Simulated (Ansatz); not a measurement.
## What hybrid functionals make of MgS

```
CELL_PARAMETERS angstrom
0.00000 2.60165 2.60165
2.60165 0.00000 2.60165
2.60165 2.60165 0.00000
ATOMIC_POSITIONS crystal
Mg 0.00000 0.00000 0.00000
S 0.50000 0.50000 0.50000
```

All runs: Ansatz, plane waves and PAW, scalar-relativistic (no spin–orbit coupling), 4×4×4 k-mesh, Gaussian smearing of 0.05 eV, no spin polarisation. Semilocal reference PBE: gap 2.77 eV, pressure 1.5 GPa. The hybrids carry no U.

(1) What gap and pressure does HSE06 give at this geometry?

(2) And the other functionals?

Answers

(1) Gap 3.80 eV, pressure -0.1 GPa.

(2) 
| functional | gap | pressure (GPa) | cutoff (eV) | core-seconds |
| --- | --- | --- | --- | --- |
| HSE06 | 3.80 eV | -0.1 | 420 | 12 |
| HSE06-type hybrid with a screening parameter of 0.15 Å⁻¹ | 3.97 eV | -0.1 | 420 | 13 |
| r2SCANh | 4.05 eV | 0.0 | 500 | 18 |
| PBE0-type hybrid with an exact-exchange fraction taken as 1/ε∞ | 4.07 eV | 0.3 | 420 | 27 |
| PBE0 | 4.54 eV | -0.1 | 420 | 12 |
| revPBE0 | 4.65 eV | 1.3 | 420 | 12 |
| LC-wPBE | 8.91 eV | -1.5 | 420 | 18 |

In the PBE0 form the gap grows almost linearly with the exact-exchange fraction, by 0.71 eV for each tenth. HSE06 has the same quarter of exact exchange as PBE0 but screens its long-range part, and its gap is 0.74 eV narrower. The dielectric-dependent PBE0 form takes the fraction 0.185 = 1/ε∞, that is ε∞ = 5.4. On shared hosts the hybrid runs at the reference's cutoff took roughly 11 to 23 times the core time of the semilocal one on the same mesh, with some more bands.

Caveats: core times come from shared hosts and scatter; functionals with much or all of the long-range exchange (Hartree–Fock, LC-wPBE, CAM-B3LYP) overshoot the gaps of most solids, bar the widest; gaps are read on a coarse mesh; stress loosely converged.
